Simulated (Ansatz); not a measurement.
The elements of this relaxed trial crystal are hidden behind letters.

```
lattice vectors (Å)
   3.8936    0.0000    0.0000
  -1.9468    3.3720    0.0000
   0.0000    0.0000    9.5396
fractional positions
X 0.0000 0.0000 0.9998
Z 0.3333 0.6667 0.6667
Z 0.6667 0.3333 0.3335
Q 0.3333 0.6667 0.9173
Q 0.6667 0.3333 0.5832
Q 0.0000 0.0000 0.2495
```

Level of theory: Ansatz, DFT PBE, scalar-relativistic, plane waves, PAW. Cutoff 420 eV, Γ-centred 12×12×4 mesh (6-atom cell), Gaussian smearing of 0.02 eV, no spin polarisation.

- Space group: P3m1 (No. 156)
- Conventional cell: a = 3.894 Å, c = 9.540 Å
- Volume per atom: 20.87 Å³
- Density: 3.44 g/cm³
- Formation energy: −0.498 eV/atom
- Gap on the 12×12×4 mesh of the 6-atom cell: 1.64 eV

Energies are uncorrected and count from the elements' standard states at the same level.

Q: X is a p-block element of period 3, Z is a p-block element of period 4 and Q is a p-block element of period 3. Which elements are they?

A: X = Al, Z = Ga, Q = P, so the formula is AlGa2P3. Density times volume gives a mean mass of 3.44 × 20.87/1.6605 = 43.2 u per atom, and this set has 43.2 u. Al is surrounded by 4 P at 2.38 Å; Ga on its first site is surrounded by 4 P at 2.38–2.39 Å; P on its first site is surrounded by 3 Al at 2.38 Å and 1 Ga at 2.39 Å; 3 more sites not described. Other sets within the hints have nearly the same mass, so mass alone doesn't settle it; this one was computed.

Kohn–Sham gaps at this level usually fall short of measured ones. A later test with randomly moved atoms came back to the same energy, though modes that don't fit the test's cell weren't probed.
